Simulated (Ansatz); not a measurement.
PtTe₂ (space group P-3m1)

```yaml
crystal:
  lattice:
    - [4.01837, 0.00000, 0.00000]
    - [-2.00919, 3.48001, 0.00000]
    - [0.00000, 0.00000, 5.09632]
  atoms:
    - { symbol: Te, position: [0.66667, 0.33333, 0.73669] }
    - { symbol: Te, position: [0.33333, 0.66667, 0.26331] }
    - { symbol: Pt, position: [0.00000, 0.00000, 0.00000] }
```

The slice is a (1 -1 0 0) plane (indices of the conventional cell) through the point (0.667, 0.333, 0.737) (fractional), spanned by u = [110] and v = [001] in vectors of this cell: u (4.02 Å) and v (5.10 Å, at 90° to u). It covers one period; positions are fractions (u, v).

The numbers are results of LDA (plane waves to 420 eV, PAW, scalar-relativistic; Ansatz, a quantum-chemistry and plane-wave program), not measurements. k mesh 13×13×9. These are valence fields of a PAW run, semicore shells included where kept as valence: close to a nucleus they are smooth pseudo fields. PtTe2 is run without spin polarisation. PtTe2 was relaxed with its symmetry unable to fall. Spin-orbit coupling is left out, though Pt and Te are heavy.

Three fields on this plane, each scaled to ten steps between its own extremes (0 low, 9 high; the total valence density on a logarithmic scale, the potential cut 8 eV below its top; x marks points blanked near nuclei; v = 0 in the bottom row):

Map A
```
|xxxx027999720xxx|
|xxxx047999740xxx|
|xxx01689998610xx|
|0002578999875200|
|2346788888887643|
|7778877666778877|
|9998865434568899|
|9998753101357899|
|9998742000247899|
|9998742000247899|
|9998752000257899|
|9998753101357899|
|8888763101367888|
|6777753101357777|
|1245653111356542|
|0001454323454100|
|xxx01455555410xx|
|xxxx036777630xxx|
|xxxx026888620xxx|
|xxxx016898610xxx|
```

Map B
```
|xxxx974323479xxx|
|xxxx864222468xxx|
|xxx97532123579xx|
|9987543222345789|
|7765443333344567|
|4444344555443444|
|2223345666543322|
|1112456777654211|
|0012467888764210|
|0013468898864310|
|0013568999865310|
|1123568999865321|
|2234578999875432|
|4445678999876544|
|6666678898876666|
|9988777888777889|
|xxx98777777789xx|
|xxxx976666679xxx|
|xxxx976545679xxx|
|xxxx975434579xxx|
```

Map C
```
|xxxx774111477xxx|
|xxxx873101378xxx|
|xxx88520002588xx|
|8898631111136898|
|9986322333223689|
|7642234666432246|
|2211246787642112|
|0001367888763100|
|0001467888764100|
|0001467888764100|
|0001467888764100|
|0001356777653100|
|0012345555543210|
|2222334444433222|
|5554433444334455|
|5566543444345665|
|xxx77544444577xx|
|xxxx774333477xxx|
|xxxx775333577xxx|
|xxxx775222577xxx|
```

Task: Assign the maps to these fields: electron localisation function (ELF); valence electron density; electrostatic potential energy of an electron, from the cell's mean.

Result: A is the electrostatic potential energy of an electron, from the cell's mean; B is the valence electron density; C is the electron localisation function (ELF).
